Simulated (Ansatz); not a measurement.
Cd (hcp, Mg type)

```xyz
4
Lattice="5.9241 0.0000 0.0000 -1.4810 2.5652 0.0000 0.0000 0.0000 5.8011" Properties=species:S:1:pos:R:3 pbc="T T T"
Cd     0.0000     1.7101     4.3508
Cd     2.9621     1.7101     4.3508
Cd     1.4810     0.8551     1.4503
Cd     4.4431     0.8551     1.4503
```

The atoms are displaced by Q × the pattern below (from a DFPT mode at M = (0.5, 0.0, 0.0), largest move 1; Q in Å), at fixed cell. (q is in reciprocal vectors of the primitive cell; the cell shown is doubled to hold the pattern.)

```tsv
atom	x	y	z
Cd1	0.500	-0.866	0.000
Cd2	-0.500	0.866	0.000
Cd3	-0.500	0.866	0.000
Cd4	0.500	-0.866	0.000
```

The numbers are results of r2SCAN (plane waves to 500 eV, PAW, scalar-relativistic; Ansatz, a quantum-chemistry and plane-wave program), not measurements. k mesh 9×18×8 (Γ-centred), Fermi-Dirac smearing 0.05 eV. E stands for the smeared free energy. With partly filled bands, energies and forces of such displacements shift with the k mesh and the smearing. Cd was relaxed with its symmetry unable to fall. The PAW data are Ansatz's earlier set. The zero of ΔE is the undisplaced structure. The last digit holds for this mesh only.

```json
[
 {"Q (Å)": "-0.180", "ΔE (meV/cell)": "154.4"},
 {"Q (Å)": "-0.150", "ΔE (meV/cell)": "108.8"},
 {"Q (Å)": "-0.120", "ΔE (meV/cell)": "withheld"},
 {"Q (Å)": "-0.090", "ΔE (meV/cell)": "40.0"},
 {"Q (Å)": "-0.060", "ΔE (meV/cell)": "17.9"},
 {"Q (Å)": "-0.030", "ΔE (meV/cell)": "4.5"},
 {"Q (Å)": "0.000", "ΔE (meV/cell)": "0.0"},
 {"Q (Å)": "0.030", "ΔE (meV/cell)": "4.5"},
 {"Q (Å)": "0.060", "ΔE (meV/cell)": "17.9"},
 {"Q (Å)": "0.090", "ΔE (meV/cell)": "40.0"},
 {"Q (Å)": "0.120", "ΔE (meV/cell)": "withheld"},
 {"Q (Å)": "0.150", "ΔE (meV/cell)": "108.8"},
 {"Q (Å)": "0.180", "ΔE (meV/cell)": "154.4"}
]
```

Task: Fit an even polynomial form (powers 2, 4) to the given rows and predict ΔE at Q = -0.120.

Result: Least squares on the 11 given rows: ΔE = (4996)·Q² + (-7113)·Q⁴, in meV/cell with Q in Å; root-mean-square residual 0.01 meV/cell. At -0.120 the fit gives 70.5 meV/cell; the calculation gives 70.4 meV/cell, so the interpolation is off by 0.1 (+0.1 %). The quadratic term alone would give 71.9 meV/cell.

(A displaced cell: forces are minus the slopes of the energy, force constants its curvatures, and phonons follow from these.)
